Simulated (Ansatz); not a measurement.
A geometry of Y₃Ge away from equilibrium: the start of the relaxation of a generated trial cell of Y3Ge in the AFLOW prototype AB3_hP8_194_c_bf (D0_18, as in Na3As). These are r2SCAN (plane waves to 500 eV, PAW, scalar-relativistic; Ansatz, a first-principles code) values and carry that method's errors. Γ-centred k-mesh 7×7×4 on the run's cell, Fermi–Dirac smearing 0.05 eV.

```xyz
8
Lattice="5.6991 0.0000 0.0000 -2.8496 4.9356 0.0000 0.0000 0.0000 10.0608" Properties=species:S:1:pos:R:3:forces:R:3 pbc="T T T" free_energy=-31763.955 pressure_GPa=-8.8
Y      0.0000     0.0000     2.5152    0.0000    0.0000    0.0000
Y      0.0000     0.0000     7.5456    0.0000    0.0000    0.0000
Y      0.0000     3.2904     9.2258    0.0000    0.0000    0.2557
Y      2.8496     1.6452     4.1954    0.0000    0.0000    0.2557
Y      2.8496     1.6452     0.8350    0.0000    0.0000   -0.2557
Y      0.0000     3.2904     5.8654    0.0000    0.0000   -0.2557
Ge     0.0000     3.2904     2.5152    0.0000    0.0000    0.0000
Ge     2.8496     1.6452     7.5456    0.0000    0.0000    0.0000
```

Positions in Å, forces in eV/Å, free energy of the cell in eV (comparable only within this code, potentials and settings). Largest force: 0.26 eV/Å, on Y3, Y4, Y5, Y6 (atoms numbered as listed); the geometry lies 0.30 eV/atom above the end of its relaxation.

No spin polarisation in the result.

The run could not lose the symmetry of its start.

The first start was generated by placing the elements on the sites of a structure type. Materials Project lists a structure of Y3Ge in the same space group, P6₃/mmc (No. 194); the sites were not compared with it, nor with measured phases.
